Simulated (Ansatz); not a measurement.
TiAu:
```
TiAu
1.0
    3.21764     0.00000     0.00000
    0.00000     3.21764     0.00000
    0.00000     0.00000     3.21764
Au Ti
1 1
Direct
  0.00000   0.00000   0.00000
  0.50000   0.50000   0.50000
```

Relaxed with PBEsol. Special points in fractions of this cell's reciprocal vectors: Γ (0.000, 0.000, 0.000); X (0.000, 0.500, 0.000); M (0.500, 0.500, 0.000); R (0.500, 0.500, 0.500).

Task: List the band energies nearest the Fermi level at these points for plane-wave PAW PBEsol (Ansatz code).

Result: In eV from the Fermi level; about four levels below and three above (degenerate sets whole), none deeper than 8.9 eV; points with the same levels are listed once.

| k | below | above |
|---|---|---|
| Γ | -6.46 -6.46 -4.46 -4.46 -4.46 | 0.29 0.29 2.05 2.05 2.05 |
| X | -4.15 -4.01 -2.40 -0.86 | 0.23 0.23 1.48 |
| M | -3.37 -2.09 -0.37 -0.37 | 0.74 2.04 2.04 |
| R | -3.32 -3.32 -2.02 -2.02 -2.02 | 2.30 2.30 2.48 |

Space group Pm-3m (CsCl type). The workflow started from an entry of the Crystallography Open Database (COD). Its standing as an ambient phase is unchecked. The PBEsol relaxation kept the symmetry of its start. At this level the phase is mechanically unstable. The run is not spin-polarised. Spin–orbit coupling is left out wherever it is not named.

Potentials: the later of the program's two PAW sets.
